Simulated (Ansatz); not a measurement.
## HfIn4SiO6: changing the Hubbard U on Hf d

```
CELL_PARAMETERS angstrom
5.27743 0.00000 0.00000
-2.63872 4.57039 0.00000
0.00000 0.00000 10.55905
ATOMIC_POSITIONS crystal
Hf 0.66667 0.33333 0.00000
In 0.00000 0.00000 0.30446
In 0.00000 0.00000 0.69554
In 0.33333 0.66667 0.78919
In 0.33333 0.66667 0.21081
Si 0.00000 0.00000 0.00000
O 0.97300 0.70496 0.89972
O 0.29504 0.02700 0.10028
O 0.29504 0.26804 0.89972
O 0.73196 0.70496 0.10028
O 0.73196 0.02700 0.89972
O 0.97300 0.26804 0.10028
```

The cell comes from a database or a generator and needn't be the stable form of this composition.

Kept alike: task projected density of states; functional PBE; k mesh 6 × 6 × 3; occupations fermi-dirac, width 0.05 eV; no spin polarisation. Program: Ansatz, Ansatz PAW, cutoff 420 eV. The mesh is that of the run's cell of 12 atoms. No spin-orbit coupling.

| Hubbard U on Hf d, U (eV) | pressure (GPa) |
| --- | --- |
| 2 | 0.33 |
| 4 | ? |
| 6 | 1.10 |
| 8 | 1.54 |

Pressure is positive in compression, with a Pulay correction for the finite cutoff. U acts here on a shell without spin polarisation. For a metal such a mesh leaves the last digits unconverged. How U acts hangs on the program's projectors. U is the effective U - J on orthogonalised atomic projectors. Double counting: fully localised limit (the default).

Fit the rows shown and predict the run at 4 eV.

A least-squares line through the rows shown is pressure = 0.2004 U - 0.079 (largest miss 0.023); at U = 4 it gives 0.72 GPa. The run gave: pressure 0.69 GPa.
